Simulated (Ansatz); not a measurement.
Vibrational response of NbW

The calculation used DFT LDA, scalar-relativistic, plane waves, PAW (Ansatz). Cutoff 420 eV, 16×16×10 k-points (Γ-centred), Fermi-Dirac smearing of 0.15 eV. No spin polarisation. Phonons by linear response, acoustic sum rule imposed.

Equilibrium structure at this level:
```
Nb W
1.0
     1.58916   -2.24486    0.00000
     1.58916    2.24486    0.00000
     0.00000    0.00000    4.52283
Nb W
1 1
Cartesian
  0.0000 0.0000 0.0000
  1.5892 0.0000 2.2614
```

In a metal, frequencies and elastic constants depend on the k mesh and the smearing, soft modes and shear constants most. Spin–orbit coupling is left out, which can shift energies with elements as heavy as these.

Question: Is this structure stable against zone-centre distortions?

Answer: Yes, at Γ: no optical mode is imaginary. Strains and other wave vectors aren't tested by this run.

Question: List the optical modes at Γ (i marks imaginary ones).

Answer:
```
frequency (cm⁻¹) degeneracy
             169           1
             181           1
             237           1
```